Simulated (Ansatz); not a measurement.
Total density of states per atom from r²SCAN (plane waves, PAW; program Ansatz), in 0.25 eV bins, energy from the Fermi level:

(E (eV), states/eV/atom): (-7.85, 0.11); (-7.60, 0.17); (-7.35, 0.30); (-7.10, 0.59); (-6.85, 0.48); (-6.60, 0.28); (-6.35, 0.37); (-6.10, 0.40); (-5.85, 0.41); (-5.60, 0.43); (-5.35, 0.36); (-5.10, 0.43); (-4.85, 0.41); (-4.60, 0.43); (-4.35, 0.42); (-4.10, 0.65); (-3.85, 0.82); (-3.60, 0.63); (-3.35, 0.95); (-3.10, 1.12); (-2.85, 1.04); (-2.60, 0.68); (-2.35, 0.59); (-2.10, 0.51); (-1.85, 0.69); (-1.60, 0.65); (-1.35, 0.32); (-1.10, 0.40); (-0.85, 1.04); (-0.60, 1.19); (-0.35, 0.83); (-0.10, 0.57); (0.15, 0.85); (0.40, 0.58); (0.65, 0.88); (0.90, 0.99); (1.15, 1.45); (1.40, 0.59); (1.65, 0.21); (1.90, 0.20); (2.15, 0.25); (2.40, 0.38); (2.65, 0.60); (2.90, 0.98); (3.15, 0.68); (3.40, 0.64); (3.65, 1.12); (3.90, 0.75); (4.15, 0.53); (4.40, 0.49); (4.65, 0.12)

Q: Which of these materials gives this?
(A) HfC, Pm-3m (Hf on 3c, C on 3d)
(B) Mo2N, R-3m (Mo on 6c, N on 3a)
(C) InMo3C, anti-perovskite
(D) SiB12C2, R-3m (B on 18h, B on 18h, C on 6c, Si on 3b)

A: C, InMo3C, anti-perovskite. Within 0.5 eV of the Fermi level: Mo 4d 85 %. Projections are on Löwdin-orthogonalised atomic valence shells; empty p or d shells of many metals are not among them.

The start of the workflow was typed in or built on a structure type; neither database checked (COD, Materials Project) lists it. Whether it is the stable phase at ambient conditions was not checked. The cell was relaxed with r²SCAN under the symmetry of its start; whether a distortion lowers the energy is not shown. The run is not spin-polarised. Its formation energy is positive at this level, so the cell may be metastable or incomplete. Spin–orbit coupling is left out wherever it is not named.

Potentials: the earlier of the program's two PAW sets. The files were generated under PBE; for other functionals the program regenerates the frozen cores, and for LDA and PBEsol the local potential too.
